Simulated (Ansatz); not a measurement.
Ta:
```
CELL_PARAMETERS angstrom
     10.21257     0.00000     0.00000
      0.00000    10.21257     0.00000
      0.00000     0.00000     5.30265
ATOMIC_POSITIONS crystal
  Ta 0.00000 0.50000 0.24759
  Ta 0.50000 0.00000 0.75241
  Ta 0.93256 0.76072 0.24775
  Ta 0.76072 0.06744 0.75225
  Ta 0.06744 0.23928 0.24775
  Ta 0.23928 0.93256 0.75225
  Ta 0.43256 0.73928 0.75225
  Ta 0.26072 0.43256 0.24775
  Ta 0.56744 0.26072 0.75225
  Ta 0.73928 0.56744 0.24775
  Ta 0.87181 0.03449 0.25230
  Ta 0.03449 0.12819 0.74770
  Ta 0.12819 0.96551 0.25230
  Ta 0.96551 0.87181 0.74770
  Ta 0.37181 0.46551 0.74770
  Ta 0.53449 0.37181 0.25230
  Ta 0.62819 0.53449 0.74770
  Ta 0.46551 0.62819 0.25230
  Ta 0.89482 0.60518 0.74695
  Ta 0.60518 0.10518 0.25305
  Ta 0.10518 0.39482 0.74695
  Ta 0.39482 0.89482 0.25305
  Ta 0.68111 0.81889 0.00124
  Ta 0.81889 0.31889 0.99876
  Ta 0.31889 0.18111 0.00124
  Ta 0.18111 0.68111 0.99876
  Ta 0.81881 0.31881 0.50028
  Ta 0.31881 0.18119 0.49972
  Ta 0.18119 0.68119 0.50028
  Ta 0.68119 0.81881 0.49972
```

Relaxed with r²SCAN. Special points in fractions of this cell's reciprocal vectors: Γ (0.000, 0.000, 0.000); X (0.000, 0.500, 0.000); M (0.500, 0.500, 0.000); Z (0.000, 0.000, 0.500); R (0.000, 0.500, 0.500); A (0.500, 0.500, 0.500).

Q: List the band energies nearest the Fermi level at these points for r²SCAN in the plane-wave PAW code Ansatz.

A: In eV from the Fermi level; about four levels below and three above (degenerate sets whole), none deeper than 8.9 eV; points with the same levels are listed once.

```csv
k,below,above
Γ,-0.24 -0.16 -0.03 -0.03,0.01 0.07 0.27
X,-0.28 -0.28 -0.01 -0.01,0.16 0.16 0.25 0.25
M,-0.28 -0.28 -0.02 -0.02,0.12 0.12 0.35 0.35
Z,-0.51 -0.51 -0.49 -0.22 -0.22,0.11 0.15 0.20 0.20
R,-0.19 -0.19 -0.09 -0.09,0.20 0.20 0.29 0.29
A,-0.29 -0.29 -0.12 -0.12,0.04 0.04 0.18 0.18
```

Space group P-42_1m. The first step of the workflow began from a Materials Project structure, measured or hypothetical; the Crystallography Open Database files this formula in space group No. 113, but the cells were not matched. It is not the phase usual at ambient conditions (space group No. 229). The r²SCAN relaxation kept the symmetry of its start; whether a distortion lowers the energy is not shown. The run is not spin-polarised. Scalar-relativistic: spin–orbit coupling is off unless named, which matters more the heavier the elements.

Potentials: the later of the program's two PAW sets.
